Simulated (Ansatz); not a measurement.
TiN:
```
CELL_PARAMETERS angstrom
      0.00000     2.11618     2.11618
      2.11618     0.00000     2.11618
      2.11618     2.11618     0.00000
ATOMIC_POSITIONS crystal
  N  0.00000 0.00000 0.00000
  Ti 0.50000 0.50000 0.50000
```

Relaxed with r²SCAN. Special points in fractions of this cell's reciprocal vectors: Γ (0.000, 0.000, 0.000); X (0.500, 0.000, 0.500); U (0.625, 0.250, 0.625); K (0.375, 0.375, 0.750); L (0.500, 0.500, 0.500); W (0.500, 0.250, 0.750).

**Question.** List the band energies nearest the Fermi level at these points for plane-wave PAW r²SCAN (Ansatz code).

**Answer.** In eV from the Fermi level; about four levels below and three above (degenerate sets whole), none deeper than 8.9 eV; … stands for higher levels left out; points with the same levels are listed once.

```json
[
 {"k": "Γ", "below": "-2.36 -2.36 -2.36 -0.62 -0.62 -0.62", "above": "…"},
 {"k": "X", "below": "-6.26 -3.60 -3.60 -3.11", "above": "1.72 2.45 2.45"},
 {"k": "U", "below": "-6.20 -6.13 -4.86 -0.47", "above": "2.04 2.39 3.75"},
 {"k": "L", "below": "-8.53 -5.91 -5.91", "above": "1.75 1.75 2.46"},
 {"k": "W", "below": "-5.86 -5.86 -5.79", "above": "0.96 0.96 2.46"}
]
```

Space group Fm-3m (rock salt). The r²SCAN relaxation kept the symmetry of its start; of distortions, only those at the zone centre were tested. No spin polarisation was allowed. With an odd number of electrons in the cell and no spin polarisation, the count alone makes it a metal.

Potentials: the later of the program's two PAW sets.
